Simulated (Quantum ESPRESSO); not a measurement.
Ta2Y2In3Ga, input and log of a self-consistent run

Computed values, not a measurement. The program is pw.x of Quantum ESPRESSO 7.5 (plane-wave density functional theory). The cell is made up: eight metal atoms on a face-centred cubic lattice, with elements, volume, strain and displacements drawn at random and not relaxed, so it may be unstable or far from any real phase. PseudoDojo standard norm-conserving files set the functional (PBE unless stated); there is no spin polarisation or spin-orbit coupling, the Fermi-Dirac width of 0.25 eV means electrons at about 2900 K, and the masses in the input are unused placeholders. Heavy elements are run without spin-orbit coupling, which real alloys of them have. A spin test at this wide smearing found no moment, but such smearing suppresses magnetism that the real alloy may have.

Input:

```
&control calculation='scf', pseudo_dir='./dojo.nc.sr.pbe.v0_5.standard.upf', outdir='./o', disk_io='minimal', tprnfor=.true., tstress=.true. /
&system ibrav=0, nat=8, ntyp=4, nbnd=63, ecutwfc=79.96652505, nosym=.true., tot_charge=0,
 occupations='smearing', smearing='fd', degauss=0.0183746611
/
&electrons conv_thr=1.470e-08, electron_maxstep=70, mixing_beta=0.5 /
ATOMIC_SPECIES
Ga 1.0 Ga.upf
In 1.0 In.upf
Ta 1.0 Ta.upf
Y 1.0 Y.upf
CELL_PARAMETERS angstrom
-4.4614 -0.0203 -0.031
-2.2665 -4.4007 -2.2487
-2.2046 -4.3 6.4831
ATOMIC_POSITIONS angstrom
Ta -0.0122 -0.0356 0.0087
Y -2.2317 -4.2846 2.0559
In -2.1981 -2.2081 0.0345
Y -4.4912 -6.5727 2.0996
Ta -4.3718 -4.2592 4.2446
In -4.5335 -4.3591 -0.0178
In -4.4068 -2.2209 2.1081
Ga -6.7044 -6.4897 4.2955
K_POINTS automatic
6 5 3 1 1 1
```

The log is shortened where brackets say so; the opening notice, blank lines, dates and the lines on written files are dropped, and the path of the files is cut. It prints rydbergs, bohrs and kilobars, and counts compression as positive stress. Its total energy is the free energy E - TS of the whole cell.

```
     Program PWSCF v.7.5
     Parallel version (MPI & OpenMP), running on       4 processor cores
     Number of MPI processes:                 4
     Threads/MPI process:                     1
     [start-up lines left out]
     bravais-lattice index     =            0
     lattice parameter (alat)  =       8.4311  a.u.
     unit-cell volume          =    1147.3744 (a.u.)^3
     number of atoms/cell      =            8
     number of atomic types    =            4
     number of electrons       =       100.00
     number of Kohn-Sham states=           63
     kinetic-energy cutoff     =      79.9665  Ry
     charge density cutoff     =     319.8661  Ry
     scf convergence threshold =      1.5E-08
     mixing beta               =       0.5000
     number of iterations used =            8  plain     mixing
     Exchange-correlation= PBE
                           (   1   4   3   4   0   0   0)
     [axes and pseudopotential details left out]
   Cartesian axes
     site n.     atom                  positions (alat units)
         1        Ta     tau(   1) = (  -0.0027345  -0.0079793   0.0019500  )
         2        Y      tau(   2) = (  -0.5002069  -0.9603381   0.4608036  )
         3        In     tau(   3) = (  -0.4926759  -0.4949173   0.0077327  )
         4        Y      tau(   4) = (  -1.0066448  -1.4731863   0.4705984  )
         5        Ta     tau(   5) = (  -0.9798828  -0.9546450   0.9513726  )
         6        In     tau(   6) = (  -1.0161258  -0.9770363  -0.0039896  )
         7        In     tau(   7) = (  -0.9877276  -0.4977862   0.4725035  )
         8        Ga     tau(   8) = (  -1.5027052  -1.4545829   0.9627812  )
     number of k points=    45  Fermi-Dirac smearing, width (Ry)=  0.0184
                       cart. coord. in units 2pi/alat
        k(    1) = (  -0.0832343  -0.0766740   0.0355379), wk =   0.0444444
        k(    2) = (  -0.0816463   0.0976017  -0.3071196), wk =   0.0444444
     [further k points left out]
     Dense  grid:   110761 G-vectors     FFT dimensions: (  48,  60,  90)
     Estimated max dynamical RAM per process >     351.45 MB
     Estimated total dynamical RAM >       1.29 GB
     Initial potential from superposition of free atoms
     starting charge      99.9749, renormalised to     100.0000
     Starting wfcs are   76 randomized atomic wfcs
     total cpu time spent up to now is        6.9 secs
     per-process dynamical memory:   272.5 Mb
     Self-consistent Calculation
     iteration #  1     ecut=    79.97 Ry     beta= 0.50
     Davidson diagonalization with overlap
     ethr =  1.00E-02,  avg # of iterations =  2.1
     total cpu time spent up to now is       20.2 secs
     total energy              =    -974.28485837 Ry
     estimated scf accuracy    <       1.49223280 Ry
     iteration #  2     ecut=    79.97 Ry     beta= 0.50
     Davidson diagonalization with overlap
     ethr =  1.49E-03,  avg # of iterations =  5.4
     total cpu time spent up to now is       38.9 secs
     total energy              =    -973.35093622 Ry
     estimated scf accuracy    <      27.26246083 Ry
     iteration #  3     ecut=    79.97 Ry     beta= 0.50
     Davidson diagonalization with overlap
     ethr =  1.49E-03,  avg # of iterations =  3.8
     total cpu time spent up to now is       53.4 secs
     total energy              =    -975.12561832 Ry
     estimated scf accuracy    <       0.37484990 Ry
     iteration #  4     ecut=    79.97 Ry     beta= 0.50
     Davidson diagonalization with overlap
     ethr =  3.75E-04,  avg # of iterations =  5.7
     total cpu time spent up to now is       68.5 secs
     total energy              =    -975.17238910 Ry
     estimated scf accuracy    <       0.06512909 Ry
     iteration #  5     ecut=    79.97 Ry     beta= 0.50
     Davidson diagonalization with overlap
     ethr =  6.51E-05,  avg # of iterations =  6.2
     total cpu time spent up to now is       84.5 secs
     total energy              =    -975.17937546 Ry
     estimated scf accuracy    <       0.03845616 Ry
     [iterations 6 to 8 left out]
     iteration #  9     ecut=    79.97 Ry     beta= 0.50
     Davidson diagonalization with overlap
     ethr =  7.34E-08,  avg # of iterations =  3.5
     total cpu time spent up to now is      141.5 secs
     total energy              =    -975.18536717 Ry
     estimated scf accuracy    <       0.00001283 Ry
     iteration # 10     ecut=    79.97 Ry     beta= 0.50
     Davidson diagonalization with overlap
     ethr =  1.28E-08,  avg # of iterations =  2.5
     total cpu time spent up to now is      154.3 secs
     total energy              =    -975.18536847 Ry
     estimated scf accuracy    <       0.00000231 Ry
     iteration # 11     ecut=    79.97 Ry     beta= 0.50
     Davidson diagonalization with overlap
     ethr =  2.31E-09,  avg # of iterations =  4.5
     total cpu time spent up to now is      168.5 secs
     total energy              =    -975.18536885 Ry
     estimated scf accuracy    <       0.00000024 Ry
     iteration # 12     ecut=    79.97 Ry     beta= 0.50
     Davidson diagonalization with overlap
     ethr =  2.36E-10,  avg # of iterations =  4.6
     total cpu time spent up to now is      183.7 secs
     total energy              =    -975.18536891 Ry
     estimated scf accuracy    <       0.00000012 Ry
     iteration # 13     ecut=    79.97 Ry     beta= 0.50
     Davidson diagonalization with overlap
     ethr =  1.18E-10,  avg # of iterations =  1.9
     total cpu time spent up to now is      195.6 secs
     End of self-consistent calculation
     [lines on levels left out]
!    total energy              =    -975.18536892 Ry
     estimated scf accuracy    <          7.1E-09 Ry
     smearing contrib. (-TS)   =      -0.09239747 Ry
     internal energy E=F+TS    =    -975.09297146 Ry
     The total energy is F=E-TS. E is the sum of the following terms:
     one-electron contribution =    -202.04520716 Ry
     hartree contribution      =     170.21321473 Ry
     xc contribution           =    -253.53255305 Ry
     ewald contribution        =    -689.72842598 Ry
     convergence has been achieved in  13 iterations
     Forces acting on atoms (cartesian axes, Ry/au):
     atom    1 type  3   force =     0.00111303    0.01431639   -0.02640355
     atom    2 type  4   force =     0.00304296   -0.06104533    0.03215764
     atom    3 type  2   force =    -0.00756342    0.04725274   -0.06452307
     atom    4 type  4   force =     0.01417476   -0.00045909    0.04468997
     atom    5 type  3   force =    -0.01815801   -0.03342249    0.08968300
     atom    6 type  2   force =     0.01924132    0.00445980   -0.05898331
     atom    7 type  2   force =    -0.01448806    0.02527771   -0.00078385
     atom    8 type  1   force =     0.00263741    0.00362026   -0.01583683
     Total force =     0.169718     Total SCF correction =     0.000429
     Computing stress (Cartesian axis) and pressure
          total   stress  (Ry/bohr**3)                   (kbar)     P=       54.71
   0.00019473  -0.00001957  -0.00007914           28.65       -2.88      -11.64
  -0.00001957   0.00063756   0.00001812           -2.88       93.79        2.66
  -0.00007914   0.00001812   0.00028347          -11.64        2.66       41.70
     init_run     :      6.52s CPU      6.75s WALL (       1 calls)
     electrons    :    188.18s CPU    188.79s WALL (       1 calls)
     forces       :      2.30s CPU      2.32s WALL (       1 calls)
     stress       :      8.15s CPU      8.32s WALL (       1 calls)
     [timing details left out]
     PWSCF        :   3m25.33s CPU   3m26.37s WALL
     JOB DONE.
```

In other units: free energy -13268.073 eV for the cell, pressure 5.47 GPa, largest force component 2.306 eV/Å in size. The run took 208 s of wall time with four MPI processes on a shared machine (Intel Xeon, 2023 or later, virtual cores), so the time is rough. A rerun of this cell at a higher cutoff and on a denser mesh moved values by no more than 0.004 eV in energy, 0.04 GPa in stress and 0.005 eV/Å in force, and a second program with other atomic files agreed on that cell to 2 % rms in force and 0.5 GPa in pressure.